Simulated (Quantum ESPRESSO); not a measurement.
# MgAlGaS4: one run as intended and one with a planted mistake

A calculation, not a measurement. The program is pw.x of Quantum ESPRESSO 7.5 (plane-wave density functional theory). The cell is made up: 7 atoms on a zincblende/diamond lattice with one site empty, with randomly drawn elements, strain and displacements, not relaxed. PseudoDojo standard norm-conserving files (v0.5 for PBE, v0.4.1 for LDA and PBEsol) set the functional; there is no spin polarisation, spin-orbit coupling or dispersion term, and the masses in the input are unused placeholders.

Intended input:

```
&control calculation='scf', pseudo_dir='./dojo.nc.sr.pbe.v0_5.standard.upf', outdir='./o', disk_io='medium', tprnfor=.true., tstress=.true. /
&system ibrav=0, nat=7, ntyp=4, nbnd=31, ecutwfc=84.00895049, nosym=.true., tot_charge=0,
 occupations='smearing', smearing='fd', degauss=0.0018374661
/
&electrons conv_thr=7.350e-09, electron_maxstep=60, /
ATOMIC_SPECIES
Al 1.0 Al.upf
Ga 1.0 Ga.upf
Mg 1.0 Mg.upf
S 1.0 S.upf
CELL_PARAMETERS angstrom
5.438 0.0186 -0.0118
0.0186 5.4338 -0.0287
-0.0118 -0.0287 5.5429
ATOMIC_POSITIONS angstrom
Mg 0.0578 0.0627 0.0704
Al 0.04 2.7245 2.9049
Ga 2.6533 0.0048 2.6544
S 1.4373 1.299 1.3013
S 1.352 4.1354 4.1483
S 4.1362 1.2735 4.2403
S 4.1223 4.0596 1.2749
K_POINTS automatic
4 4 4 1 1 1
```

The log is shortened where brackets say so; the opening notice, blank lines, dates and the lines on written files are dropped, and the path of the files is cut. It prints rydbergs, bohrs and kilobars, and counts compression as positive stress. Where no state is partly filled, the Fermi energy that it prints is only some level between the filled and the empty states on the mesh, and need not lie in the true gap.

Log of the intended run:

```
     Program PWSCF v.7.5
     Parallel version (MPI & OpenMP), running on       1 processor cores
     Number of MPI processes:                 1
     Threads/MPI process:                     1
     [start-up lines left out]
     bravais-lattice index     =            0
     lattice parameter (alat)  =      10.2764  a.u.
     unit-cell volume          =    1105.2425 (a.u.)^3
     number of atoms/cell      =            7
     number of atomic types    =            4
     number of electrons       =        50.00
     number of Kohn-Sham states=           31
     kinetic-energy cutoff     =      84.0090  Ry
     charge density cutoff     =     336.0358  Ry
     scf convergence threshold =      7.3E-09
     mixing beta               =       0.7000
     number of iterations used =            8  plain     mixing
     Exchange-correlation= PBE
                           (   1   4   3   4   0   0   0)
     [axes and pseudopotential details left out]
   Cartesian axes
     site n.     atom                  positions (alat units)
         1        Mg     tau(   1) = (   0.0106288   0.0115299   0.0129458  )
         2        Al     tau(   2) = (   0.0073556   0.5010073   0.5341810  )
         3        Ga     tau(   3) = (   0.4879143   0.0008827   0.4881166  )
         4        S      tau(   4) = (   0.2643046   0.2388726   0.2392956  )
         5        S      tau(   5) = (   0.2486188   0.7604572   0.7628293  )
         6        S      tau(   6) = (   0.7606043   0.2341834   0.7797472  )
         7        S      tau(   7) = (   0.7580482   0.7465183   0.2344409  )
     number of k points=    32  Fermi-Dirac smearing, width (Ry)=  0.0018
                       cart. coord. in units 2pi/alat
        k(    1) = (   0.1248405   0.1253229   0.1235500), wk =   0.0625000
        k(    2) = (   0.1253683   0.1266166   0.3688286), wk =   0.0625000
     [further k points left out]
     Dense  grid:   114933 G-vectors     FFT dimensions: (  60,  60,  64)
     Estimated max dynamical RAM per process >     139.68 MB
     Initial potential from superposition of free atoms
     starting charge      49.9939, renormalised to      50.0000
     Starting wfcs are   34 randomized atomic wfcs
     total cpu time spent up to now is        7.9 secs
     per-process dynamical memory:    89.2 Mb
     Self-consistent Calculation
     iteration #  1     ecut=    84.01 Ry     beta= 0.70
     Davidson diagonalization with overlap
     ethr =  1.00E-02,  avg # of iterations =  4.1
     Threshold (ethr) on eigenvalues was too large:
     Diagonalizing with lowered threshold
     Davidson diagonalization with overlap
     ethr =  8.40E-04,  avg # of iterations =  1.1
     total cpu time spent up to now is       49.8 secs
     total energy              =    -364.70547565 Ry
     estimated scf accuracy    <       0.40964320 Ry
     iteration #  2     ecut=    84.01 Ry     beta= 0.70
     Davidson diagonalization with overlap
     ethr =  8.19E-04,  avg # of iterations =  2.0
     total cpu time spent up to now is       71.9 secs
     total energy              =    -364.79853010 Ry
     estimated scf accuracy    <       0.20348447 Ry
     [iterations 3 to 8 left out]
     iteration #  9     ecut=    84.01 Ry     beta= 0.70
     Davidson diagonalization with overlap
     ethr =  3.79E-10,  avg # of iterations =  2.0
     total cpu time spent up to now is      234.7 secs
     total energy              =    -364.84592563 Ry
     estimated scf accuracy    <       0.00000001 Ry
     iteration # 10     ecut=    84.01 Ry     beta= 0.70
     Davidson diagonalization with overlap
     ethr =  2.70E-11,  avg # of iterations =  3.0
     total cpu time spent up to now is      261.2 secs
     End of self-consistent calculation
     [lines on levels left out]
     the Fermi energy is     5.1628 ev
!    total energy              =    -364.84592563 Ry
     estimated scf accuracy    <          6.1E-09 Ry
     smearing contrib. (-TS)   =      -0.00000000 Ry
     internal energy E=F+TS    =    -364.84592563 Ry
     The total energy is F=E-TS. E is the sum of the following terms:
     one-electron contribution =    -226.36243735 Ry
     hartree contribution      =     131.93080412 Ry
     xc contribution           =     -85.04336425 Ry
     ewald contribution        =    -185.37092815 Ry
     convergence has been achieved in  10 iterations
     Forces acting on atoms (cartesian axes, Ry/au):
     atom    1 type  3   force =    -0.02196560   -0.03979788   -0.00423522
     atom    2 type  1   force =    -0.01971735   -0.00916694   -0.02845163
     atom    3 type  2   force =     0.03886297   -0.02351693    0.02521759
     atom    4 type  4   force =     0.02189719    0.08734008    0.06671592
     atom    5 type  4   force =     0.03332523   -0.03750615   -0.04169949
     atom    6 type  4   force =    -0.03736838    0.05705904   -0.08039397
     atom    7 type  4   force =    -0.01503405   -0.03441123    0.06284681
     Total force =     0.198384     Total SCF correction =     0.000180
     Computing stress (Cartesian axis) and pressure
          total   stress  (Ry/bohr**3)                   (kbar)     P=      -10.28
  -0.00006276  -0.00001790   0.00015517           -9.23       -2.63       22.83
  -0.00001790  -0.00005172   0.00001373           -2.63       -7.61        2.02
   0.00015517   0.00001373  -0.00009510           22.83        2.02      -13.99
     init_run     :      7.41s CPU      7.84s WALL (       1 calls)
     electrons    :    241.65s CPU    253.29s WALL (       1 calls)
     forces       :      3.95s CPU      4.03s WALL (       1 calls)
     stress       :     15.73s CPU     15.85s WALL (       1 calls)
     [timing details left out]
     PWSCF        :   4m28.95s CPU   4m41.46s WALL
     JOB DONE.
```

A second run has one planted mistake: two atoms have their elements exchanged. The input lines that differ, file-writing options aside:

```
- Al 0.04 2.7245 2.9049
+ Ga 0.04 2.7245 2.9049
- Ga 2.6533 0.0048 2.6544
+ Al 2.6533 0.0048 2.6544
```

Its log:

```
     Program PWSCF v.7.5
     Parallel version (MPI & OpenMP), running on       1 processor cores
     Number of MPI processes:                 1
     Threads/MPI process:                     1
     [start-up lines left out]
     bravais-lattice index     =            0
     lattice parameter (alat)  =      10.2764  a.u.
     unit-cell volume          =    1105.2425 (a.u.)^3
     number of atoms/cell      =            7
     number of atomic types    =            4
     number of electrons       =        50.00
     number of Kohn-Sham states=           31
     kinetic-energy cutoff     =      84.0090  Ry
     charge density cutoff     =     336.0358  Ry
     scf convergence threshold =      7.3E-09
     mixing beta               =       0.7000
     number of iterations used =            8  plain     mixing
     Exchange-correlation= PBE
                           (   1   4   3   4   0   0   0)
     [axes and pseudopotential details left out]
   Cartesian axes
     site n.     atom                  positions (alat units)
         1        Mg     tau(   1) = (   0.0106288   0.0115299   0.0129458  )
         2        Ga     tau(   2) = (   0.0073556   0.5010073   0.5341810  )
         3        Al     tau(   3) = (   0.4879143   0.0008827   0.4881166  )
         4        S      tau(   4) = (   0.2643046   0.2388726   0.2392956  )
         5        S      tau(   5) = (   0.2486188   0.7604572   0.7628293  )
         6        S      tau(   6) = (   0.7606043   0.2341834   0.7797472  )
         7        S      tau(   7) = (   0.7580482   0.7465183   0.2344409  )
     number of k points=    32  Fermi-Dirac smearing, width (Ry)=  0.0018
                       cart. coord. in units 2pi/alat
        k(    1) = (   0.1248405   0.1253229   0.1235500), wk =   0.0625000
        k(    2) = (   0.1253683   0.1266166   0.3688286), wk =   0.0625000
     [further k points left out]
     Dense  grid:   114933 G-vectors     FFT dimensions: (  60,  60,  64)
     Estimated max dynamical RAM per process >     139.68 MB
     Initial potential from superposition of free atoms
     starting charge      49.9939, renormalised to      50.0000
     Starting wfcs are   34 randomized atomic wfcs
     total cpu time spent up to now is        9.0 secs
     per-process dynamical memory:    89.2 Mb
     Self-consistent Calculation
     iteration #  1     ecut=    84.01 Ry     beta= 0.70
     Davidson diagonalization with overlap
     ethr =  1.00E-02,  avg # of iterations =  4.2
     Threshold (ethr) on eigenvalues was too large:
     Diagonalizing with lowered threshold
     Davidson diagonalization with overlap
     ethr =  8.39E-04,  avg # of iterations =  1.1
     total cpu time spent up to now is       43.6 secs
     total energy              =    -364.70934307 Ry
     estimated scf accuracy    <       0.41032067 Ry
     iteration #  2     ecut=    84.01 Ry     beta= 0.70
     Davidson diagonalization with overlap
     ethr =  8.21E-04,  avg # of iterations =  2.0
     total cpu time spent up to now is       61.1 secs
     total energy              =    -364.80025555 Ry
     estimated scf accuracy    <       0.21226242 Ry
     [iterations 3 to 9 left out]
     iteration # 10     ecut=    84.01 Ry     beta= 0.70
     Davidson diagonalization with overlap
     ethr =  2.84E-11,  avg # of iterations =  3.2
     total cpu time spent up to now is      219.8 secs
     total energy              =    -364.85066588 Ry
     estimated scf accuracy    <          8.3E-09 Ry
     iteration # 11     ecut=    84.01 Ry     beta= 0.70
     Davidson diagonalization with overlap
     ethr =  1.67E-11,  avg # of iterations =  2.0
     total cpu time spent up to now is      235.7 secs
     End of self-consistent calculation
     [lines on levels left out]
     the Fermi energy is     5.1768 ev
!    total energy              =    -364.85066589 Ry
     estimated scf accuracy    <          4.8E-10 Ry
     smearing contrib. (-TS)   =      -0.00000000 Ry
     internal energy E=F+TS    =    -364.85066589 Ry
     The total energy is F=E-TS. E is the sum of the following terms:
     one-electron contribution =    -223.13982428 Ry
     hartree contribution      =     130.28835249 Ry
     xc contribution           =     -85.04312920 Ry
     ewald contribution        =    -186.95606490 Ry
     convergence has been achieved in  11 iterations
     Forces acting on atoms (cartesian axes, Ry/au):
     atom    1 type  3   force =    -0.02122169   -0.03894517   -0.00263742
     atom    2 type  2   force =    -0.02092885   -0.00952822   -0.02706599
     atom    3 type  1   force =     0.03821708   -0.02232281    0.02544517
     atom    4 type  4   force =     0.03581799    0.07046332    0.06716157
     atom    5 type  4   force =     0.04895603   -0.02208917   -0.04264171
     atom    6 type  4   force =    -0.05211381    0.04340065   -0.08135218
     atom    7 type  4   force =    -0.02872674   -0.02097860    0.06109055
     Total force =     0.193697     Total SCF correction =     0.000048
     Computing stress (Cartesian axis) and pressure
          total   stress  (Ry/bohr**3)                   (kbar)     P=      -10.50
  -0.00005000  -0.00000990   0.00015285           -7.36       -1.46       22.48
  -0.00000990  -0.00006660   0.00002279           -1.46       -9.80        3.35
   0.00015285   0.00002279  -0.00009750           22.48        3.35      -14.34
     init_run     :      8.38s CPU      8.94s WALL (       1 calls)
     electrons    :    215.53s CPU    226.71s WALL (       1 calls)
     forces       :      3.42s CPU      3.48s WALL (       1 calls)
     stress       :     13.53s CPU     13.62s WALL (       1 calls)
     [timing details left out]
     PWSCF        :   4m 1.05s CPU   4m13.11s WALL
     JOB DONE.
```

```
                                            intended run  run with the mistake
                          free energy (eV)     -4963.982             -4964.046
                    smearing term -TS (eV)        0.0000                0.0000
                            pressure (GPa)         -1.03                 -1.05
            largest force component (eV/Å)         2.246                 2.092
largest change of a force component (eV/Å)                               0.434
                                iterations            10                    11
```

For scale, a rerun of the intended cell at 1437 eV and a 6 x 6 x 6 mesh moved values by no more than 0.002 eV in energy, 0.02 GPa in stress and 0.002 eV/Å in force.